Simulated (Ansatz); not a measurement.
A: V (bcc, W type), a = b = c = 2.9847 Å, α = β = γ = 90.00°
B: GaAs (zinc blende), a = b = c = 5.666 Å, α = β = γ = 90.00°
C: Li (bcc, W type), a = b = c = 3.4763 Å, α = β = γ = 90.00°

Scan: energy against volume (even scaling of the relaxed cell, symmetry kept). One method and one kind of scan serve all of them; meshes and ranges differ. All were relaxed with their symmetry unable to fall. The PAW data are Ansatz's earlier set. V is run without spin polarisation.

Question: Order them by bulk modulus (fitted) (lowest first) at the level r2SCAN (plane waves to 500 eV, PAW, scalar-relativistic; Ansatz, a first-principles code).

Answer: C (13.1 GPa), B (72.3 GPa), A (193 GPa)

(Under strain, the slope of the energy per volume gives the stress and its curvature an elastic modulus.)
